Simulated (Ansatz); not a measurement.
## Band table of P (bcc type)

```
CELL_PARAMETERS angstrom
-1.26789 1.26789 1.26789
1.26789 -1.26789 1.26789
1.26789 1.26789 -1.26789
ATOMIC_POSITIONS crystal
P 0.00000 0.00000 0.00000
```

The cell comes from a relaxation on PAW files under the same functional, begun from a prototype that needn't be the stable phase.

Computed with Ansatz 0.2.0; functional LDA, scalar-relativistic. Settings: a Γ-centred 17×17×17 k mesh, Fermi–Dirac smearing of 0.05 eV, no spin polarisation. Methods: PAW: frozen-core files, cutoff 420 eV.

This run: volume at 0.6 of the series' base cell.

The PAW files were made under PBE. The structure type is held throughout; the real material can change phase at far lower pressure.

Path points, in fractions of the reciprocal vectors: Γ (0.000, 0.000, 0.000), H (0.500, -0.500, 0.500), N (0.000, 0.000, 0.500), P (0.250, 0.250, 0.250). The distance column jumps between branches of the path. Levels in eV from the Fermi level; bands 1 to 5, counted from the lowest band of the run. The gap is zero, the pressure 156.5 GPa.

```
# k(1/Å) point b1 b2 b3 b4 b5
0.000 Γ -23.60 13.32 13.32 13.32 14.56
0.310 - -23.25 10.33 10.33 13.18 13.65
0.619 - -22.22 6.75 6.75 10.68 11.45
0.929 - -20.51 3.53 3.53 7.66 8.09
1.239 - -18.13 0.84 0.84 4.52 5.70
1.549 - -15.12 -1.27 -1.27 2.05 3.68
1.858 - -11.50 -2.79 -2.79 0.29 2.12
2.168 - -7.38 -3.70 -3.70 -0.77 0.89
2.478 H -4.00 -4.00 -4.00 -1.13 -1.13
2.697 - -5.39 -5.02 -3.85 -0.49 0.59
2.916 - -7.35 -6.73 -3.39 0.37 3.51
3.135 - -9.10 -8.37 -2.63 1.34 6.85
3.354 - -10.55 -9.78 -1.57 2.55 10.44
3.573 - -11.68 -10.91 -0.20 4.02 13.06
3.792 - -12.49 -11.73 1.46 5.74 11.31
4.011 - -12.98 -12.22 3.42 7.60 8.45
4.230 N -13.14 -12.39 5.20 6.36 8.88
4.449 - -15.29 -9.94 5.34 6.52 9.02
4.668 - -17.46 -6.87 5.74 7.00 9.43
4.887 - -19.32 -3.52 6.41 7.78 10.10
5.106 - -20.85 0.07 7.36 8.85 11.01
5.325 - -22.05 3.83 8.58 10.15 12.10
5.544 - -22.91 7.63 10.06 11.55 13.25
5.763 - -23.42 11.12 11.80 12.78 14.18
5.982 Γ -23.60 13.32 13.32 13.32 14.56
6.250 - -23.34 10.78 11.46 11.46 15.30
6.518 - -22.56 7.70 8.05 8.05 16.27
6.787 - -21.28 4.44 4.44 4.67 17.43
7.055 - -19.49 1.09 1.09 1.81 18.81
7.323 - -17.21 -1.86 -1.86 -0.80 20.44
7.591 - -14.45 -4.36 -4.36 -3.08 22.32
7.860 - -11.26 -6.38 -6.38 -4.96 24.29
8.128 P -7.93 -7.93 -7.93 -6.12 25.36
8.396 - -8.99 -8.99 -7.77 -3.24 23.44
8.664 - -9.56 -9.56 -8.29 1.15 19.77
8.932 - -9.65 -9.65 -8.37 5.85 16.17
9.201 - -9.25 -9.25 -8.00 9.79 11.76
9.469 - -8.37 -8.37 -7.19 7.59 7.59
9.737 - -7.03 -7.03 -6.02 3.84 3.84
10.005 - -5.31 -5.31 -4.71 0.67 0.67
10.274 H -4.00 -4.00 -4.00 -1.13 -1.13
12.419 P -7.93 -7.93 -7.93 -6.12 25.36
12.574 - -9.15 -8.53 -6.55 -5.38 24.68
12.729 - -10.21 -9.47 -5.00 -4.00 23.02
12.884 - -11.11 -10.34 -3.30 -2.43 20.85
13.039 - -11.84 -11.06 -1.45 -0.72 18.31
13.194 - -12.41 -11.64 0.56 1.07 15.66
13.349 - -12.82 -12.05 2.68 2.87 13.01
13.504 - -13.06 -12.30 4.46 4.86 10.49
13.658 N -13.14 -12.39 5.20 6.36 8.88
```
